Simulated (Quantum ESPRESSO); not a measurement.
OsSn5TaRu, a curve over strain

Simulated, not a measurement. The program is pw.x of Quantum ESPRESSO 7.5 (plane-wave density functional theory). The cell is made up: eight metal atoms on a face-centred cubic lattice, with elements, volume, strain and displacements drawn at random and not relaxed, so it may be unstable or far from any real phase. PseudoDojo standard norm-conserving files set the functional (PBE unless stated); there is no spin polarisation or spin-orbit coupling, the Fermi-Dirac width of 0.25 eV means electrons at about 2900 K, and the masses in the input are unused placeholders. The tin pseudopotential is less sure than most, with forces differing by about three percent from a second method on plain tin. Heavy elements are run without spin-orbit coupling, which real alloys of them have. A spin test at this wide smearing found no moment, but such smearing suppresses magnetism that the real alloy may have.

Seven runs add a strain to one cell (uniform); the atoms follow the cell and are not relaxed. Stress in the table is positive in tension.

Input of the run at +0.0020:

```
&control calculation='scf', pseudo_dir='./dojo.nc.sr.pbe.v0_5.standard.upf', outdir='./o', disk_io='minimal', tprnfor=.true., tstress=.true. /
&system ibrav=0, nat=8, ntyp=4, nbnd=70, ecutwfc=84.00895049, nosym=.true., tot_charge=0,
 occupations='smearing', smearing='fd', degauss=0.0183746611
/
&electrons conv_thr=1.470e-08, electron_maxstep=70, mixing_beta=0.5 /
ATOMIC_SPECIES
Os 1.0 Os.upf
Ru 1.0 Ru.upf
Sn 1.0 Sn.upf
Ta 1.0 Ta.upf
CELL_PARAMETERS angstrom
2.152 4.2766 2.1552
-0.0281 4.2625 -4.2541
-4.3382 4.2927 0.0021
ATOMIC_POSITIONS angstrom
Os 0.0838 -0.0127 0.1103
Sn -2.1975 2.1173 0.0577
Ta -0.0361 2.1315 -2.1981
Sn -2.236 4.2563 -2.2421
Sn 0.0765 4.3708 0.0133
Sn -2.0477 6.4636 0.142
Ru -0.0089 6.3276 -2.1469
Sn -2.1794 8.4794 -2.2504
K_POINTS automatic
5 5 5 1 1 1
```

| added strain | free energy less that of the input shown (eV) | stress xx (GPa) | stress yy (GPa) | stress zz (GPa) | stress xy (GPa) | pressure (GPa) | iterations |
| --- | --- | --- | --- | --- | --- | --- | --- |
| -0.0243 | 0.8363 | -16.54 | -20.75 | -16.57 | -4.78 | 17.96 | 12 |
| -0.0172 | 0.5167 | -12.69 | -16.59 | -12.65 | -4.46 | 13.97 | 12 |
| -0.0025 | 0.0795 | -5.90 | -9.21 | -5.75 | -3.87 | 6.95 | 12 |
| +0.0020 | 0.0000 | -4.11 | -7.25 | -3.92 | -3.70 | 5.09 | 12 |
| +0.0096 | -0.0821 | -1.35 | -4.23 | -1.12 | -3.43 | 2.23 | 12 |
| +0.0127 | -0.0983 | -0.32 | -3.09 | -0.07 | -3.33 | 1.16 | 12 |
| +0.0149 | -0.1035 | 0.39 | -2.31 | 0.65 | -3.25 | 0.43 | 12 |

A cubic fit gives a slope of stress xx against the added strain of 397 GPa at zero added strain, with the atoms clamped. Across the table the energy follows the integral of volume times stress to 2.1 meV. A rerun of one of the cells at a higher cutoff and on a denser mesh moved values by no more than 0.002 eV in energy, 0.08 GPa in stress and 0.012 eV/Å in force, and a second program with other atomic files agreed on that cell to 2 % rms in force and 0.5 GPa in pressure.